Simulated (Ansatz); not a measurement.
Each is relaxed and computed with plane-wave PAW PBEsol (Ansatz code). Which is the only one with a gap?
A. CaSi2, R-3m (Ca on 6c, Si on 6c, Si on 6c)
B. SiGe, R-3m (Ge on 3a, Si on 3b)
C. Ti2C, R-3m (Ti on 6c, C on 3b)
D. CaZrN2, R-3m (Ca on 3a, Zr on 3b, N on 6c)

D, CaZrN2, R-3m (Ca on 3a, Zr on 3b, N on 6c). CaZrN2: gap 0.37 eV (indirect); CaSi2: metal; SiGe: metal; Ti2C: metal. Typed or built starts, not in the databases checked: SiGe, R-3m (Ge on 3a, Si on 3b). Standing as an ambient phase not checked: CaZrN2, R-3m (Ca on 3a, Zr on 3b, N on 6c); CaSi2, R-3m (Ca on 6c, Si on 6c, Si on 6c); Ti2C, R-3m (Ti on 6c, C on 3b). All cells were relaxed under the symmetry of their starts (and spin orders); stability against distortions was not tested throughout. Rows with no word on spin ran without spin polarisation. Spin–orbit coupling is left out wherever it is not named.

Potentials: the later of the program's two PAW sets.
